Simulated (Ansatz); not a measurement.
Ge (diamond)

```
Ge
1.0
    0.00000     2.88111     2.88111
    2.88111     0.00000     2.88111
    2.88111     2.88111     0.00000
Ge
2
Direct
  0.50000   0.50000   0.50000
  0.75000   0.75000   0.75000
```

A phonon eigenvector at Γ is frozen into this cell: atom i moves by Q times the vector below, so Q is the largest atomic displacement, in Å. The cell is held. It is one choice among 3 degenerate patterns.

| atom | x | y | z |
|---|---|---|---|
| Ge1 | 0.000 | 0.000 | -1.000 |
| Ge2 | 0.000 | 0.000 | 1.000 |

The numbers are results of PBE (plane waves to 420 eV, PAW, scalar-relativistic; Ansatz, an electronic-structure program), not measurements. k mesh 14×14×14 (Γ-centred), Fermi-Dirac smearing 0.05 eV. With partly filled bands, energies and forces of such displacements shift with the k mesh and the smearing. Ge was relaxed with its symmetry unable to fall. The PAW data are Ansatz's earlier set. 

```csv
Q (Å),−dE/dQ from forces (eV/Å)
-0.100,3.870
-0.083,3.270
-0.067,2.634
-0.050,1.982
-0.033,1.320
-0.017,0.658
0.000,0.000
0.017,-0.658
0.033,-1.320
0.050,-1.982
0.067,-2.634
0.083,-3.270
0.100,-3.870
```

What harmonic wavenumber does the curvature at Q = 0 give?

272 cm⁻¹. E″ = 39.40 eV/Å², M = Σ mᵢ|uᵢ|² = 145.3 u, ν̃ = 521.5·√(|E″|/M).

(For displaced atoms, the force is minus the slope of the energy, and its curvature is a force constant, which sets phonon frequencies.)
